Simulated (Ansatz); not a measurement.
With PBE in the plane-wave PAW code Ansatz, Al in the cubic phase (Fd-3m; Al on 8a, Al on 16d) relaxes to a = 7.484 Å.

Electronic character: metallic (no gap).

The bulk modulus is 64.7 GPa.

The start of the workflow was typed in or built on a structure type; neither database checked (COD, Materials Project) lists it. It is not the phase usual at ambient conditions (space group No. 225). Symmetry was held in the PBE relaxation; its stability against distortions is not shown here.

Potentials: the later of the program's two PAW sets.
